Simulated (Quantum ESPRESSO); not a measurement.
CsPbCl₃, space group Pm-3m (No. 221):

```yaml
crystal:
  lattice:
    - [5.67984, 0.00000, 0.00000]
    - [0.00000, 5.67984, 0.00000]
    - [0.00000, 0.00000, 5.67984]
  atoms:
    - { symbol: Cs, position: [0.00000, 0.00000, 0.00000] }
    - { symbol: Pb, position: [0.50000, 0.50000, 0.50000] }
    - { symbol: Cl, position: [0.00000, 0.50000, 0.50000] }
    - { symbol: Cl, position: [0.50000, 0.00000, 0.50000] }
    - { symbol: Cl, position: [0.50000, 0.50000, 0.00000] }
```
The geometry is a computed Materials Project entry, not a measured one. It is CsPbCl3 in Pm-3m. Stability against distortions was not tested.

| site | Wyckoff letter | site symmetry |
|---|---|---|
| Cs | a | m-3m |
| Pb | b | m-3m |
| Cl | c | 4/mmm |

Cores are frozen. Against all-electron runs on small test molecules, this scheme's |Vzz| missed by −3 to −9 % on Cl.

Where does symmetry force the field gradient to vanish or to be axial, and what does PBE PAW (JTH datasets; density from pw.x of a modified build of Quantum ESPRESSO, gradients reconstructed from it by a script) give?


```json
[
 {"site": "Cs", "by symmetry": "vanishes (cubic site)", "Vzz (a.u.)": "0", "η_Q": "–"},
 {"site": "Pb", "by symmetry": "vanishes (cubic site)", "Vzz (a.u.)": "0", "η_Q": "–"},
 {"site": "Cl", "by symmetry": "axial, η = 0 (an axis of order 3 or more)", "Vzz (a.u.)": "0.865", "η_Q": "0.00"}
]
```
